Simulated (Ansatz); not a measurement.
BAs (zinc blende)

```
CELL_PARAMETERS angstrom
      0.00000     2.40468     2.40468
      2.40468     0.00000     2.40468
      2.40468     2.40468     0.00000
ATOMIC_POSITIONS crystal
  As 0.75000 0.75000 0.75000
  B  0.00000 0.00000 0.00000
```

Grid over V/V₀ and (c/a)/(c/a)₀, subscript 0 meaning the relaxed cell; the conventional c axis lies along z; no internal relaxation.

The numbers are results of PBE (plane waves to 420 eV, PAW, scalar-relativistic; Ansatz, a quantum-chemistry and plane-wave program), not measurements. k mesh 12×12×12 (Γ-centred), Fermi-Dirac smearing 0.05 eV. Compression counts positive. BAs was relaxed with its symmetry unable to fall. The PAW data are Ansatz's earlier set.

At one point of the scan the stress tensor (GPa) is:

```
    0.1      0.0      0.0
    0.0      0.1      0.0
    0.0      0.0      8.0
```

Question: Which point is it?
(A) V/V₀ = 0.960, (c/a)/(c/a)₀ = 1.020
(B) V/V₀ = 0.980, (c/a)/(c/a)₀ = 0.960
(C) V/V₀ = 0.960, (c/a)/(c/a)₀ = 0.980
(D) V/V₀ = 1.000, (c/a)/(c/a)₀ = 0.960

Answer: B, V/V₀ = 0.980, (c/a)/(c/a)₀ = 0.960

(A scan under strain: stresses follow from slopes of the energy per volume, elastic moduli from its curvatures.)
